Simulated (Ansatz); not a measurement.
Values for one crystal, relaxed and computed with DFT-PBEsol in the program Ansatz with PAW potentials; other levels are named.

```yaml
volume_per_atom: 20.08 Å³
electronic_character: metallic (no gap)
hill_bulk_and_shear_moduli: 78.2 and 38.0 GPa
Pressure derivative B′: 4.1
mechanical_stability: stable (all eigenvalues of C positive)
Gap with spin–orbit coupling: none (metallic)
Formation energy from the elements (no fitted shifts): -0.22 eV/atom
```

**Question.** Which compound is it?
(A) ZrIr, CsCl type
(B) TlHg, CsCl type
(C) YCu, CsCl type
(D) Al2Cu, fluorite or antifluorite type

**Answer.** C, YCu, CsCl type

Space group Pm-3m (CsCl type). The first step of the workflow began from a Materials Project structure, measured or hypothetical; the Crystallography Open Database copy checked does not list it. With Y and Cu taken as one species the cell has the higher symmetry Im-3m, so it may be an ordered model of a mixed-site phase. Whether it is the stable phase at ambient conditions was not checked. The cell was relaxed with PBEsol under the symmetry of its start; of distortions, only those at the zone centre were tested. No spin polarisation was allowed. As this level gives no gap, shear constants depend on the k-mesh and smearing (Fermi–Dirac, 0.1 eV here). The references are the lowest solids computed at this level, not always the standard phases. Spin–orbit coupling is left out wherever it is not named.

Potentials: the later of the program's two PAW sets.
